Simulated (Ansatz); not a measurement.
The end of the path is a generated cell of AlOs: the first start was made by placing the elements on the sites of a structure type, and the end was not matched to a known phase here, so it may be hypothetical.

A geometry of AlOs away from equilibrium: step 24 of the relaxation of a generated cell, AlOs built in the AFLOW prototype AB_tP8_136_g_f (as in BeO). All values below come from PBE (plane waves to 420 eV, PAW, scalar-relativistic; Ansatz, a first-principles code). Γ-centred k-mesh 6×6×10 on the run's cell (coarser than for final values), Fermi–Dirac smearing 0.05 eV.

```xyz
8
Lattice="5.0554 0.0000 0.0000 0.0000 5.0554 0.0000 0.0000 0.0000 4.6379" Properties=species:S:1:pos:R:3 pbc="T T T"
Os     1.5439     3.5115     0.0000
Os     4.0715     4.0715     2.3190
Os     0.9838     0.9838     2.3190
Os     3.5115     1.5439     0.0000
Al     1.0126     1.0126     0.0000
Al     3.5403     1.5151     2.3190
Al     1.5151     3.5403     2.3190
Al     4.0428     4.0428     0.0000
```

### Question
Which atoms carry the largest force, and which way does it point?

### Answer
0.01 eV/Å, on Os1, Os2, Os3, Os4, Al5, Al6, Al7, Al8 (atoms numbered as listed); on Os1 its components are (0.01, -0.01, 0.00).

### Question
What is the pressure?

### Answer
+14.5 GPa, compression positive.

No spin polarisation in the result. A magnetic state may lie lower.

The run could not lose the symmetry of its start: the end is stationary, and may be a saddle point rather than a minimum.
